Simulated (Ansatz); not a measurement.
Electric field gradients in WS₂

The cell is a structure deposited in the COD, ions relaxed with PBE at fixed cell.

Space group P6_3/mmc (No. 194); a = 3.1800, c = 12.5000 Å, γ = 120.00°.

```csv
site,Wyckoff,site symmetry,x,y,z
W,2c,-6m2,0.3333,0.6667,0.2500
S,4f,3m.,0.3333,0.6667,0.6245
```

One atom of each set is listed.

The numbers come from a DFT calculation in Ansatz (LDA, plane waves and PAW, scalar-relativistic, collinear spin, 420 eV cutoff, Γ-centred 11×11×3 k-points, Fermi–Dirac smearing 0.02 eV). Start moments as typed (μB): 2 on each W, none on the rest.

C_Q = eQV_zz/h, which is 24.18 MHz for Q = 1 b and V_zz = 10²¹ V/m²; η = (V_xx − V_yy)/V_zz. ν_Q = 3|C_Q|/[2I(2I − 1)].

33S: I = 3/2, Q = -69.40 mb. Nuclear quadrupole moments: year-2017 set (Pyykkö).

Q: Which values are expected at the nuclei?

A: 

```json
{"site": "S", "atoms": "4", "first shell": "3 W at 2.41 Å; also 7 S at 3.14–3.18 Å", "C_Q (MHz)": "7.75", "η": "0.00", "ν_Q (MHz)": "3.88"}
```

An axis of threefold or higher order runs through S, so V_zz lies along it and η is zero.

W has no stable isotope with a ground-state quadrupole moment in the table, so these sites are left out.

At this cell the LDA pressure is -6 GPa, so with LDA the cell would shrink if it were relaxed. The largest force is 0.5 eV/Å, so the atoms aren't at the calculated equilibrium and relaxing them would move these values. Without spin–orbit coupling the gradients at and beside W can be off by some per cent, at some sites by more. The start moments die out, and the run ends without spin.
